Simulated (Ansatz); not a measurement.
Starting cell, SrO (rock salt):

```yaml
crystal:
  lattice:
    - [0.00000, 2.56110, 2.56110]
    - [2.56110, 0.00000, 2.56110]
    - [2.56110, 2.56110, 0.00000]
  atoms:
    - { symbol: O, position: [0.00000, 0.00000, 0.00000] }
    - { symbol: Sr, position: [0.50000, 0.50000, 0.50000] }
```

Scan: atom 2 (Sr, nearest neighbour O at 2.561 Å; its periodic images, 3.6 Å or more away, move with it) is displaced towards the nearest neighbour, direction (-1.000, 0.000, 0.000) in Cartesian axes, by s. The other atoms stay.

Method: PBEsol (plane waves to 420 eV, PAW, scalar-relativistic; Ansatz, an electronic-structure program). k mesh 9×9×9 (Γ-centred), Fermi-Dirac smearing 0.05 eV. Energies are smeared free energies. SrO was relaxed with its symmetry unable to fall. ΔE is measured from the undisplaced structure.

```
s (Å)   ΔE (meV/cell)
------  -------------
-0.510            568
-0.408            295
-0.306       withheld
-0.204             51
-0.102             11
0.000               0
0.102              11
0.204              51
0.306        withheld
0.408             295
0.510             568
```

**Question.** Fit an even polynomial form (powers 2, 4) to the given rows and predict ΔE at s = -0.306.

**Answer.** Least squares on the 9 given rows: ΔE = (1040)·s² + (4396)·s⁴, in meV/cell with s in Å; root-mean-square residual 0.2 meV/cell. At -0.306 the fit gives 136 meV/cell; the calculation gives 136 meV/cell, the same to the digits shown. The quadratic term alone would give 97 meV/cell.

(For displaced atoms, the force is minus the slope of the energy, and its curvature is a force constant, which sets phonon frequencies.)
